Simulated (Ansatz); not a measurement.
TiSn3O8 on the sites of the rutile structure (relaxed group Cmmm): a relaxation of cell and atoms in Ansatz (PBEsol). The starting cell comes from a relaxation with PBE.

input.yaml:
```yaml
crystal:
  lattice:
    - [3.3754276562, -3.3812524164, 0.0]
    - [3.3754276562, 3.3812524164, 0.0]
    - [0.0, 0.0, 6.3608342101]
  atoms:
    - { symbol: Sn, position: [0.5, 0.5, 0.0] }
    - { symbol: Sn, position: [0.0, 0.0, 0.745305877] }
    - { symbol: O, position: [0.1937895826, 0.1937895826, 0.0] }
    - { symbol: O, position: [0.8062104174, 0.8062104174, 0.0] }
    - { symbol: O, position: [0.6896408905, 0.3103591095, 0.738361238] }
    - { symbol: O, position: [0.3103591095, 0.6896408905, 0.738361238] }
    - { symbol: Ti, position: [0.5, 0.5, 0.5] }
    - { symbol: Sn, position: [0.0, 0.0, 0.254694123] }
    - { symbol: O, position: [0.2030855312, 0.2030855312, 0.5] }
    - { symbol: O, position: [0.7969144688, 0.7969144688, 0.5] }
    - { symbol: O, position: [0.6896408905, 0.3103591095, 0.261638762] }
    - { symbol: O, position: [0.3103591095, 0.6896408905, 0.261638762] }
kpoints:
  mp_grid: { grid: [6, 6, 4] }
hamiltonian:
  xc: pbesol
scf:
  occupations: { method: fermi_dirac, width: 0.02 }
relax:
  f_tol: 0.005
  cell: {}
```

Wall time 53 s on 1 × NVIDIA H100 80GB HBM3 with 2 threads of AMD EPYC 7R13 Processor (Zen 3), on a shared host, load about 2.1 per core; peak host memory 1.2 GiB.

Q: Predict the output.

A: Main lines of the log:
```
Functional definition: PBEsol
Crystal: 12 atoms, lattice volume = 145.195 Å³
Basis set: ecut = 420 eV, 2829 PW (Γ)
Bands: 63, of which v1, the nominal top of the filled ones, is band 51 counted from 1 (50 counted from 0)
Symmetry: 8 space group operations
Space group: Cmmm (ITA 65)
k-points: 39 of 144
SCF iter   1: HF=-24814.115978 eV  Δρ=1.61e-2  dr2=3.04e-1
preconditioner: auto → Resta (q_TF=auto, 2.572 Å⁻¹)  ε∞=4.4  [insulator: Δε(μ)=1.557 eV  σ=0.020 eV  ℏωp=29.9 eV]
SCF iter   2: HF=-24814.042017 eV  Δρ=4.69e-3  dr2=3.38e-2
SCF iter   3: HF=-24814.036748 eV  Δρ=1.80e-3  dr2=4.42e-3
SCF iter   4: HF=-24814.036150 eV  Δρ=8.37e-4  dr2=9.54e-4
SCF iter   5: HF=-24814.036027 eV  Δρ=4.15e-4  dr2=2.07e-4
SCF iter   6: HF=-24814.036001 eV  Δρ=9.96e-5  dr2=1.28e-5
SCF iter   7: HF=-24814.036409 eV  Δρ=3.75e-5  dr2=1.73e-6
SCF iter   8: HF=-24814.036410 eV  Δρ=2.92e-5  dr2=1.10e-6
SCF iter   9: HF=-24814.036410 eV  Δρ=4.43e-6  dr2=2.83e-8
SCF 1 converged in 9 iterations: F = -24814.036410 eV  dr2 = 2.83e-8
relax step 1: F+E_penalty+E_count = -24814.03641027 eV  max|allowed force component| = 6.998e-2 eV/Å  Δτ_max = 0.0000 Å  P = -6.007 GPa  Ω = 145.195 Å³
SCF 2 converged in 7 iterations: F = -24814.140133 eV  dr2 = 5.50e-7
relax step 2: F+E_penalty+E_count = -24814.14013337 eV  max|allowed force component| = 1.379e-1 eV/Å  Δτ_max = 0.0033 Å  P = -0.235 GPa  Ω = 141.035 Å³
SCF 3 converged in 5 iterations: F = -24814.142298 eV  dr2 = 4.43e-7
relax step 3: F+E_penalty+E_count = -24814.14229806 eV  max|allowed force component| = 2.907e-2 eV/Å  Δτ_max = 0.0056 Å  P = +0.029 GPa  Ω = 140.843 Å³
SCF 4 converged in 4 iterations: F = -24814.142601 eV  dr2 = 1.29e-7
relax step 4: F+E_penalty+E_count = -24814.14260136 eV  max|allowed force component| = 1.370e-2 eV/Å  Δτ_max = 0.0006 Å  P = +0.030 GPa  Ω = 140.816 Å³
SCF 5 converged in 5 iterations: F = -24814.142608 eV  dr2 = 1.10e-8
relax step 5: F+E_penalty+E_count = -24814.14260752 eV  max|allowed force component| = 4.907e-3 eV/Å  Δτ_max = 0.0008 Å  P = -0.003 GPa  Ω = 140.820 Å³
SCF 6 converged in 7 iterations: F = -24814.122427 eV  dr2 = 4.97e-11
relax step 6: F+E_penalty+E_count = -24814.12242744 eV  max|allowed force component| = 4.882e-3 eV/Å  Δτ_max = 0.0000 Å  P = -0.236 GPa  Ω = 140.820 Å³  (SCF on a basis re-selected at this cell)
SCF 7 converged in 5 iterations: F = -24814.123443 eV  dr2 = 3.22e-8
relax step 7: F+E_penalty+E_count = -24814.12344336 eV  max|allowed force component| = 7.383e-4 eV/Å  Δτ_max = 0.0001 Å  P = -0.002 GPa  Ω = 140.655 Å³
SCF 8 converged in 7 iterations: F = -24814.122551 eV  dr2 = 3.04e-11
relax step 8: F+E_penalty+E_count = -24814.12255130 eV  max|allowed force component| = 7.192e-4 eV/Å  Δτ_max = 0.0000 Å  P = -0.007 GPa  Ω = 140.655 Å³  (SCF on a basis re-selected at this cell)
Free energy (F): -24814.122551 eV
Fermi energy:    10.071253 eV
--- Stress (GPa, compression-positive) ---
       -0.006832       0.000000       0.000000
        0.000000      -0.008055       0.000000
        0.000000       0.000000      -0.006640
  P = ⅓ Tr σ = -0.0072 GPa (-0.072 kbar)
--- Relaxed structure (6 steps of the walk, 6 accepted, 2 SCFs on fresh bases) ---
  F+E_penalty+E_count = -24814.12255130 eV   max|allowed force component| = 7.192e-4 eV/Å
  cell:  # Å, volume = 140.6551 Å³
    - [3.336486, -3.341580, 0.000000]
    - [3.336486, 3.341580, 0.000000]
    - [0.000000, 0.000000, 6.307890]
  atoms:
    - { symbol: Sn, position: [0.500000, 0.500000, 0.000000] }
    - { symbol: Sn, position: [0.000000, 0.000000, 0.745280] }
    - { symbol: O, position: [0.194024, 0.194024, 0.000000] }
    - { symbol: O, position: [0.805976, 0.805976, 0.000000] }
    - { symbol: O, position: [0.690048, 0.309952, 0.738487] }
    - { symbol: O, position: [0.309952, 0.690048, 0.738487] }
    - { symbol: Ti, position: [0.500000, 0.500000, 0.500000] }
    - { symbol: Sn, position: [0.000000, 0.000000, 0.254720] }
    - { symbol: O, position: [0.203563, 0.203563, 0.500000] }
    - { symbol: O, position: [0.796437, 0.796437, 0.500000] }
    - { symbol: O, position: [0.690048, 0.309952, 0.261513] }
    - { symbol: O, position: [0.309952, 0.690048, 0.261513] }
```
The trailing digits, and the zero of the energies, depend on the potentials and thresholds.

In 6 steps the volume changed by -3.1 %; between the first SCF and the last, each on a basis chosen for its cell, the energy fell by 7.2 meV an atom. Final cell: the symmetry is Cmmm (No. 65, orthorhombic); a = 6.673 Å, b = 6.683 Å, c = 6.308 Å in the conventional setting, 11.72 Å³ an atom. Sn has 6 O at 2.04–2.08 Å; Sn has 6 O at 2.06–2.07 Å; O has 3 Sn at 2.04–2.06 Å; O has 1 Ti at 1.97 Å and 2 Sn at 2.07–2.08 Å; Ti has 6 O at 1.97–1.98 Å; O has 1 Ti at 1.98 Å and 2 Sn at 2.06 Å.

No spin polarisation and no zero-point or thermal motion; the cell was built from a prototype and may be hypothetical.
